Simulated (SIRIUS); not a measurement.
SIRIUS run on Ta2O5 (P2/m, 7 atoms in the cell; from Materials Project mp-1238961, lattice scaled a little): self-consistent single point.

Level of theory: LDA (PW92), PseudoDojo 0.4 standard norm-conserving LDA (tails mended) pseudopotentials (plane waves; SIRIUS).

```xyz
7
Lattice="3.8403 0.0000 0.0000 0.0000 3.8616 0.0000 -1.8184 0.0000 6.5270" Properties=species:S:1:pos:R:3 pbc="T T T"
Ta     1.0555     0.0000     5.1649
Ta     0.9664     0.0000     1.3621
O      1.0910     1.9308     5.2107
O      0.9308     1.9308     1.3163
O     -0.8544     0.0000     5.6825
O      2.8763     0.0000     0.8445
O      1.0109     0.0000     3.2635
```

Reference input (self-consistent single point, DFT, LDA (PW92), plane waves, PseudoDojo 0.4 standard norm-conserving LDA (tails mended) pseudopotentials): parameters.ngridk = 7 7 4; parameters.xc_functionals = [XC_LDA_X, XC_LDA_C_PW]; parameters.gk_cutoff = 9.165 1/bohr; parameters.pw_cutoff = 18.331 1/bohr; parameters.smearing = fermi_dirac; parameters.smearing_width = 0.000367493 Ha; potentials = PseudoDojo 0.4 standard norm-conserving LDA (tails mended) pseudopotentials; parameters.electronic_structure_method = pseudopotential; parameters.num_bands = 34; parameters.num_mag_dims = 0; parameters.num_dft_iter = 100; parameters.energy_tol = 1e-07 Ha. This run's input differs from it in these lines:

```diff
@@ -16,3 +16,3 @@
     "pw_cutoff": 18.331,
-    "ngridk": [7, 7, 4],
+    "ngridk": [2, 2, 1],
     "smearing": "fermi_dirac",
```

The program printed (abridged):

```
[find] density tolerance         : 1e-06
[find] total energy tolerance    : 1e-07
[find] iter_solver_tol (initial) : 0.01
[find] iter_solver_tol (target)  : 1e-13
[find] num_dft_iter              : 100
Charges and magnetic moments
--------------------------------------------------------------------------------
total charge          : 56.000000
[find] | SCF iteration   0 out of 100|
[diagonalize] iterative solver tolerance (occupied, empty): 0.01 0.01
[diagonalize] average number of iterations: 2
[find] Charges and magnetic moments
[find] total charge          : 56.000000
[find] Energy
[find] smearing (-TS)                 :       0.00000000
   [... lines left out ...]

[find] Charges and magnetic moments
[find] total charge          : 56.000000
[find] Energy
[find] smearing (-TS)                 :       0.00000000
[find] Total energy                   :    -213.20148252 (Ha),    -426.40296504 (Ry)
[find] Free energy (E-TS)             :    -213.20148252 (Ha),    -426.40296504 (Ry)
[find] band gap (eV)                  :       2.06494784
[find] Efermi                         :       0.27373088
[find] iteration : 18, RMS (target) : 3.5937e-07 (1.0000e-06) , energy difference (target) : 6.8212e-13 (1.0000e-07)
[find] bands are converged : true
[find] iterative solver converged : true
[find] converged after 19 SCF iterations!
[find] Charges and magnetic moments
[find] total charge          : 56.000000
[find] Energy
[find] smearing (-TS)                 :       0.00000000
[find] Total energy                   :    -213.20148252 (Ha),    -426.40296504 (Ry)
[find] Free energy (E-TS)             :    -213.20148252 (Ha),    -426.40296504 (Ry)
[find] band gap (eV)                  :       2.06494784
[find] Efermi                         :       0.27373088
[ground_state] === stress tensor components [kbar] ===
[ground_state] === stress_total ===
[ground_state]   119.636029    0.000000    3.068351
[ground_state]     0.000000   60.055238    0.000000
[ground_state]     3.068351    0.000000   81.452967
[ground_state] ==== total Forces in Ha/bohr =====
   [... lines left out ...]
[ground_state] atom:    2, force:       0.0087866      0.0000000      0.0094601
[ground_state] atom:    3, force:      -0.0087866      0.0000000     -0.0094601
[ground_state] atom:    4, force:       0.0054660      0.0000000      0.0025348
[ground_state] atom:    5, force:      -0.0054660      0.0000000     -0.0025348
[ground_state] atom:    6, force:       0.0000000      0.0000000      0.0000000
```

The run converged in 19 iterations. SIRIUS prints the stress tensor with tension positive. Against the reference run the free energy rises by 65.5 meV/atom, the pressure goes from -8.22 to -8.70 GPa and the largest force goes from 0.092 to 1.108 eV/Å.

Spin-orbit coupling is left out, which matters for bands and gaps with elements this heavy. Forces above 1 eV/Å remain at this geometry. This run is one point of a test of settings, so its values need not be converged; read them against the reference run alone. The structure comes from a collection of computed structures, made at another level of theory; the collection holds predicted forms beside known ones. Its lattice was then scaled.

Cost on one core: around 40 core-seconds (rough).

The gap that the log prints is read on the run's mesh, which can miss the band edges or a crossing.

“Tails mended”: in these copies of the files the far tail of each local potential was reset to the Coulomb form.
